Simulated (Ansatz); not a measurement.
Rb2TlInCl6 in space group Fm-3m (No. 225; Rb on 8c, Tl on 4b, In on 4a, Cl on 24e), DFT-LDA in the program Ansatz with PAW potentials, all energies at zero smearing, with the estimated change up to a 700 eV cutoff added, with one set of potentials and settings (totals compare only within such a set). Cell of 10 atoms (2 Rb, 1 Tl, 1 In, 6 Cl): -29223.646 eV.

```
element                reference phase  E (eV/atom)
-------  -----------------------------  -----------
Rb          Im-3m, 1 atoms in the cell   -3170.7586
Tl       P6_3/mmc, 2 atoms in the cell  -11146.5895
In         I4/mmm, 1 atoms in the cell   -5457.1653
Cl           Cmce, 4 atoms in the cell   -1044.0601
```

Formation energy per atom, worked out: (-29223.646 − 2×(-3170.7586) − 1×(-11146.5895) − 1×(-5457.1653) − 6×(-1044.0601))/10 = -1.401 eV/atom (-135 kJ per mol of atoms), at 0 K, without zero-point energy or fitted corrections.

The first step of the workflow began from a Materials Project structure, measured or hypothetical; the Crystallography Open Database copy checked does not list it. Its standing as an ambient phase is unchecked. The cell was relaxed with LDA under the symmetry of its start. At this level the phase is dynamically unstable (imaginary phonons). The references are the lowest solids computed at this level, not always the standard phases (solids in place of the gases). Scalar-relativistic: spin–orbit coupling is off unless named, which matters more the heavier the elements.

Potentials: the later of the program's two PAW sets.
